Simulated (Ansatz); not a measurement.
Relaxed-ion elastic tensor of YSi₂ in space group P4/mmm (No. 123; Si on 2f, Y on 1b) in GPa (Voigt order), plane-wave PAW r²SCAN (Ansatz code); density 3.79 g/cm³, 21.19 Å³ per atom.

```
      1     2     3     4     5     6
-  ----  ----  ----  ----  ----  ----
1   167   2.6  52.6   0.0   0.0   0.0
2   2.6   167  52.6   0.0   0.0   0.0
3  52.6  52.6   195   0.0   0.0   0.0
4   0.0   0.0   0.0  64.1   0.0   0.0
5   0.0   0.0   0.0   0.0  64.1   0.0
6   0.0   0.0   0.0   0.0   0.0  25.0
```

Problem. Is the crystal mechanically stable?

Solution. Yes: the smallest eigenvalue of C is 25.0 GPa.

Problem. Work out the Voigt, Reuss and Hill averages.

Solution. K_V = 82.8, K_R = 78.9, K_H = 80.8; G_V = 58.8, G_R = 49.4, G_H = 54.1 GPa.

Problem. Give Young's modulus, Poisson's ratio, Pugh's ratio and the universal anisotropy index.

Solution. E = 9KG/(3K + G) = 133 GPa; ν = 0.23; K/G = 1.50 (brittle by the Pugh limit of 1.75); A_U = 5G_V/G_R + K_V/K_R − 6 = 1.00.

Problem. Estimate the sound speeds and the Debye temperature.

Solution. v_l = √((K + 4G/3)/ρ) = 6350 m/s, v_t = √(G/ρ) = 3780 m/s, mean 4180 m/s; Θ = (h/k)(3n/4πV)^(1/3) v_m = 450 K.

Problem. Solve the Christoffel equation for the three sound speeds along x, y, z.

Solution. Eigenvalues of C_ijkl n_j n_l equal ρv². In km/s, slowest first: x 2.57, 4.11, 6.64; y 2.57, 4.11, 6.64; z 4.11, 4.11, 7.18.

Problem. How much does each axis shrink under pressure?

Solution. Linear compressibilities β_i = Σ_j S_ij (j = 1 to 3): x 5.2, y 5.2, z 2.3 per TPa.

The cell is a constructed one: a structure type filled with these elements; neither database checked (COD, Materials Project) lists it. COD files the formula under space group No. 191, so this cell is another polymorph or a model. Whether it is the stable phase at ambient conditions was not checked. The cell was relaxed with r²SCAN under the symmetry of its start; its stability against distortions is not shown here. No spin polarisation was allowed. As this level gives no gap, shear constants depend on the k-mesh and smearing (Fermi–Dirac, 0.1 eV here).

Potentials: the later of the program's two PAW sets.
